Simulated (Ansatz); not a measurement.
AlN in space group P4/mmm (No. 123; Al on 1c, N on 1a), a = b = 2.6675 Å, c = 3.9997 Å, α = β = γ = 90.00°.

Relaxed with r²SCAN+D4.

Give the optical modes at the zone centre with their infrared and Raman activity from DFPT, the program Ansatz at the r²SCAN+D4 level (PAW).

Transverse frequencies, without the LO–TO term; a row sums one degenerate level.

```
ω (cm⁻¹)  degeneracy  IR ((D/Å)²/amu)  Raman (Å⁴/amu)  activity  symmetry
--------  ----------  ---------------  --------------  --------  --------
447                1             2.64               0        IR       A2u
713                2            52.81               0        IR        Eu
```

How high does the top mode go among those that the LO–TO term moves?

979 cm⁻¹ for q along x, 979 cm⁻¹ for q along y, 511 cm⁻¹ for q along z.

A made-up cell: these elements were put on the sites of a structure type; neither database checked (COD, Materials Project) lists it. It is not the phase usual at ambient conditions (space group No. 186, 216). The r²SCAN+D4 relaxation kept the symmetry of its start. At this level the phase is dynamically unstable (imaginary phonons).

Potentials: the later of the program's two PAW sets.
